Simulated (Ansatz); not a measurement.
**Ni2Ru3, a known structure type with other elements, at an estimated volume**

```yaml
crystal:
  lattice:
    - [5.55828, 0.00000, 0.00000]
    - [-2.77914, 4.81361, 0.00000]
    - [0.00000, -3.20907, 5.06475]
  atoms:
    - { symbol: Ni, position: [0.35530, 0.71060, 0.06590] }
    - { symbol: Ni, position: [0.14470, 0.28940, 0.43410] }
    - { symbol: Ni, position: [0.64470, 0.28940, 0.93410] }
    - { symbol: Ni, position: [0.85530, 0.71060, 0.56590] }
    - { symbol: Ru, position: [0.55590, 0.50000, 0.75000] }
    - { symbol: Ru, position: [0.25000, 0.80590, 0.75000] }
    - { symbol: Ru, position: [0.94410, 0.19410, 0.75000] }
    - { symbol: Ru, position: [0.44410, 0.50000, 0.25000] }
    - { symbol: Ru, position: [0.75000, 0.19410, 0.25000] }
    - { symbol: Ru, position: [0.05590, 0.80590, 0.25000] }
```

Level: PBEsol, no spin polarisation; 420 eV; 7×7×7 Γ-centred mesh; fermi-dirac occupations (width 0.1 eV); Ansatz 0.2.0, fixed geometry.

Electronic structure: It is a metal, with about 18 states/eV a cell as the mean within 0.25 eV of the Fermi level, mostly Ru d (69 %) and Ni d (27 %).
Forces: The largest is on Ru9 (and as large on other atoms): 1.26 eV/Å, components (-0.63, 1.09, 0.00). It makes 120° with the line to a nearest neighbour, Ni1 at 2.15 Å.
Contacts: Ni–Ru at 2.15 Å: least valence density 0.82 e/Å³ and ELF 0.30 there. These are pseudo-fields; inside the PAW spheres they differ from the all-electron ones.
Charges: Bader charges in e: Ni -0.15, Ru +0.10. In the mean Ru gives up most and Ni takes most, against the order of Pauling's electronegativities.

Origin: a known structure type with other elements, at an estimated volume, so it need not be a known compound. Caveats: no spin polarisation, so a magnetic state may lie lower; atoms or cell far from equilibrium.
